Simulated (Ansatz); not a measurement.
The geometry is COD entry 4343790, unchecked; take it as a test cell. The listed cell was then made from it by scaling, straining or moving an atom.

An input for YSn$_{3}$: DFT, PBEsol, all-electron LAPW, scalar-relativistic (Ansatz 0.2.0).

Command: `ansatz run input.yaml --threads 1 --pin off --max-ram 4096MiB --backend cpu --events-out ev --progress --plain --runs-dir out` The run took 83 s on 1 thread of Arm Neoverse V1 (shared host), peak memory 0.65 GiB.

```yaml
crystal:
  lattice:
    - [4.666, 0.02333, 0.02333]
    - [0.02333, 4.666, 0.02333]
    - [0.02333, 0.02333, 4.666]
  atoms:
    - { symbol: "Y", position: [0.0, 0.0, 0.0] }
    - { symbol: Sn, position: [0.0, 0.5, 0.5] }
    - { symbol: Sn, position: [0.5, 0.0, 0.5] }
    - { symbol: Sn, position: [0.5, 0.5, 0.0] }
kpoints:
  mp_grid: { grid: [8, 8, 8] }
  band_path:
    path:
      - [0.0, 0.0, 0.0]
      - [0.5, 0.5, 0.5]
      - [0.5098274679, 0.4901725321, 0.5]
      - [0.5, -0.4901725321, 0.4901725321]
      - [0.5, 0.0, 0.0]
      - [0.0, 0.0, 0.0]
      - [0.4950862661, -0.4950862661, 0.0]
      - [0.5049137339, 0.0, 0.4950862661]
      - [0.5, 0.0, 0.5]
    npoints: 5
scf:
  occupations: { method: fermi_dirac, width: 0.05 }
hamiltonian:
  xc: pbesol
  pseudopotentials: { kind: all_electron, lapw: { basis_error: 0.001 } }
output:
  forces: true
  stress: true
  eigenvalues: true
```

Set-up and iterations as logged by Ansatz (the results part is left out, to be predicted):

```
LAPW: plane waves up to 6.698 Å⁻¹, error target 1.0e-3 eV per atom; small_component_spin mean_spin; Y in spheres of 1.641 Å, 21 of its electrons in bands, Dirac shells []; Sn in spheres of 1.641 Å, 22 of its electrons in bands, Dirac shells []
Engine: ansatz 0.2.0
Pseudopotentials: kind: all_electron
Pseudopotential: Y, LAPW, valence charge 21, Koelling and Harmon's equation, gaussian nucleus
Pseudopotential: Sn, LAPW, valence charge 22, Koelling and Harmon's equation, gaussian nucleus
Functional definition: PBEsol
  exchange = pbesol_x
  correlation = pbesol_c
Crystal: 4 atoms, lattice volume = 101.578 Å³
Basis set: ecut = 170.9152573879789 eV, 485 PW (Γ), exchange–correlation at level 2
Bands: 53, of which v1, the nominal top of the filled ones, is band 44 counted from 1 (43 counted from 0)
Symmetry: 12 space group operations
Space group: R-3m (ITA 166), of the structure as read, at distance tolerance 4.7e-5 Å
k-points: 65 of 512
Non-local potential: Y, projectors of the file, none
Non-local potential: Sn, projectors of the file, none
Initial density: superposition of atomic densities (chi_scale 0.1, normalization cell, long waves kept (reshape's long-wave potential 0.00 eV rms))
Initial wavefunctions: plane waves of lowest kinetic energy (no species holds an atomic orbital)
Functional: x = pbesol(κ = 0.804, μ = 0.12345679012345678), c = pbesol(β = 0.046)
iter 1 solved again at ethr=1.75e-4 eV; its pass at ethr=1.00e-1 eV (dr2=1.52e-1 eV) is discarded
SCF iter   1: F=—  HF=-596112.987376 eV  |F-HF|=—  |Δ(HF+E_count)|=         —  Δρ=9.37e-3  dr2=1.53e-1  ethr=1.75e-4  ⟨swp⟩=3.0  Hψ=22111  notcnv=0
SCF iter   2: F=—  HF=-596112.864252 eV  |F-HF|=—  |Δ(HF+E_count)|=   1.23e-1  Δρ=6.42e-3  dr2=7.67e-2  ethr=1.75e-4  ⟨swp⟩=2.0  Hψ=10697  notcnv=0
SCF iter   3: F=—  HF=-596112.843854 eV  |F-HF|=—  |Δ(HF+E_count)|=   2.04e-2  Δρ=3.81e-3  dr2=3.00e-2  ethr=8.81e-5  ⟨swp⟩=2.0  Hψ=10547  notcnv=0
SCF iter   4: F=—  HF=-596112.838486 eV  |F-HF|=—  |Δ(HF+E_count)|=         —  Δρ=1.89e-3  dr2=8.06e-3  ethr=3.45e-5  ⟨swp⟩=2.0  Hψ=10491  notcnv=0
the basis was enlarged: its passes take 125.1 KiB over the memory plan, 1 of 1 planned eigensolver slots
iter 5 solved again at ethr=2.73e-7 eV; its pass at ethr=9.27e-6 eV (dr2=2.38e-4 eV) is discarded
SCF iter   5: F=—  HF=-596112.837029 eV  |F-HF|=—  |Δ(HF+E_count)|=   1.46e-3  Δρ=3.99e-4  dr2=2.37e-4  ethr=2.73e-7  ⟨swp⟩=2.0  Hψ=17513  notcnv=0
SCF iter   6: F=—  HF=-596112.836821 eV  |F-HF|=—  |Δ(HF+E_count)|=   2.08e-4  Δρ=2.61e-4  dr2=1.15e-4  ethr=2.73e-7  ⟨swp⟩=2.1  Hψ=10468  notcnv=0
SCF iter   7: F=—  HF=-596112.836825 eV  |F-HF|=—  |Δ(HF+E_count)|=   4.35e-6  Δρ=1.22e-4  dr2=3.88e-5  ethr=1.32e-7  ⟨swp⟩=2.0  Hψ=10458  notcnv=0
SCF iter   8: F=—  HF=-596112.836824 eV  |F-HF|=—  |Δ(HF+E_count)|=   1.07e-6  Δρ=4.11e-5  dr2=7.03e-6  ethr=4.45e-8  ⟨swp⟩=2.0  Hψ=10458  notcnv=0
SCF iter   9: F=—  HF=-596112.836822 eV  |F-HF|=—  |Δ(HF+E_count)|=   2.38e-6  Δρ=1.60e-5  dr2=5.74e-7  ethr=8.08e-9  ⟨swp⟩=2.0  Hψ=10459  notcnv=0
SCF iter  10: F=-596112.836822 eV  HF=-596112.836822 eV  |F-HF|=1.71e-8  |Δ(HF+E_count)|=   5.20e-8  Δρ=4.98e-6  dr2=2.88e-8  ethr=6.59e-10  ⟨swp⟩=2.2  Hψ=10469  notcnv=0
```

Spin polarisation is left out, and whether a magnetic state lies lower isn't shown here.

Task: What pressure will this run report?

Result: -0.81 GPa (positive in compression).

Task: Is there a band gap?

Result: none: with an odd electron count and no spin polarisation the bands can't all be full, a metal in this set-up (in compounds, spin order or a distortion in a larger cell can open a gap).
